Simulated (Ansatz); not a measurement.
Ca (hcp type) under strong compression

```xyz
2
Lattice="3.7621 0.0000 0.0000 -1.8811 3.2581 0.0000 0.0000 0.0000 6.2426" Properties=species:S:1:pos:R:3 pbc="T T T"
Ca    0.0000    2.1721    1.5607
Ca    1.8811    1.0860    4.6820
```

The cell comes from a relaxation on PAW files under the same functional, begun from a prototype that needn't be the stable phase.

Its volume is scaled, and at each volume shape and atoms are relaxed on PAW files; all methods then take that cell.

Computed with Ansatz 0.2.0; functional LDA, scalar-relativistic. Settings: a Γ-centred 12×12×6 k mesh, Fermi–Dirac smearing of 0.05 eV, no spin polarisation. Methods: LAPW: all electrons, basis error target 1 meV/atom; PAW: frozen-core files, cutoff 420 eV; crystal datasets: all electrons, by PAW datasets that the program makes for each cell; norm-conserving: pseudopotentials, cutoff 980 eV.

Energies are extrapolated to zero smearing and count from the unscaled cell; pressure is positive in compression; gaps take the mesh and a band path. No temperature or zero-point motion is included.

The PAW files were made under PBE. The structure type is held throughout; the real material can change phase at far lower pressure.

```csv
V/V0,V (Å³/atom),P LAPW (GPa),ΔE LAPW (eV/atom),P PAW − LAPW (GPa),ΔE PAW − LAPW (meV/atom),space group,shortest distance (Å)
1.00,38.26,0.01,0.000,0.00,0.0,P6_3/mmc,3.762
0.88,33.67,3.02,0.041,0.00,0.1,P6_3/mmc,3.605
0.78,29.84,?,?,?,?,?,?
0.68,26.02,12.84,0.384,0.01,0.3,P6_3/mmc,3.302
0.58,22.19,22.5,0.796,0.01,0.6,P6_3/mmc,3.129
0.50,19.13,34.1,1.328,0.02,1.0,P6_3/mmc,2.986
0.43,16.45,46.9,2.004,0.03,1.6,P6_3/mmc,2.791
```

Fit the Vinet equation to the LAPW pressures shown (residuals weighted by 1/(|P| + 0.03·Pmax)), and predict the pressure of the withheld row.

The fit gives V0 = 38.27 Å³/atom, B0 = 20.3 GPa and B0′ = 2.65. At 29.84 Å³/atom, x = (V/V0)^(1/3) = 0.9204, and P = 3·B0·(1 − x)/x²·exp[1.5·(B0′ − 1)·(1 − x)] = 6.98 GPa. The run itself gave 6.87 GPa (+1.7 % off) and ΔE = 0.155 eV/atom.

From the table, what is the rise of the enthalpy H = E + pV up to the last row, and how stiff is the crystal between the last two rows?

ΔH = 2.004 eV + (46.9 GPa × 16.45 Å³ − 0.01 GPa × 38.26 Å³) × 0.006242 eV/(GPa·Å³) = 6.82 eV/atom, of which pV makes 71 %. The mean bulk modulus there is −ΔP/Δln V = 85.2 GPa.

At the smallest volume, how far do crystal datasets and norm-conserving lie from LAPW in pressure?

crystal datasets: 0.00 GPa; norm-conserving: -0.25 GPa, on a LAPW pressure of 46.9 GPa.
